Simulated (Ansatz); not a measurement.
Si₂W:
Space group I4/mmm (No. 139); a = 3.229 Å, b = 3.229 Å, c = 7.867 Å, α = 90.00°, β = 90.00°, γ = 90.00°

```json
[
 {"atom": "W", "site": "2a", "symmetry": "4/mmm", "x": "0.0000", "y": "0.0000", "z": "0.0000"},
 {"atom": "Si", "site": "4e", "symmetry": "4mm", "x": "0.0000", "y": "0.0000", "z": "0.3346"}
]
```
(The calculation used a cell of 3 atoms; values per cell refer to that cell.)

Relaxed at zero pressure with DFT-PBE in the program Ansatz with PAW potentials.

Q: The volume is lowered by 9 % and shape and atoms relax at that volume. What pressure results, and how do the axes share the change?

A: 25.2 GPa; a -3.3 %, b -3.3 %, c -2.6 %; the energy rises by 89 meV/atom.

Q: Give the new structure.

A: 
Space group I4/mmm (No. 139); a = b = 3.122 Å, c = 7.660 Å, α = β = γ = 90.00°

```json
[
 {"atom": "W", "site": "2a", "symmetry": "4/mmm", "x": "0.0000", "y": "0.0000", "z": "0.0000"},
 {"atom": "Si", "site": "4e", "symmetry": "4mm", "x": "0.0000", "y": "0.0000", "z": "0.3332"}
]
```

The phase is kept; no other phase was compared at this pressure.

The PBE relaxation kept the symmetry of its start. The run is not spin-polarised. Scalar-relativistic: spin–orbit coupling is off unless named, which matters more the heavier the elements.

Potentials: the later of the program's two PAW sets.
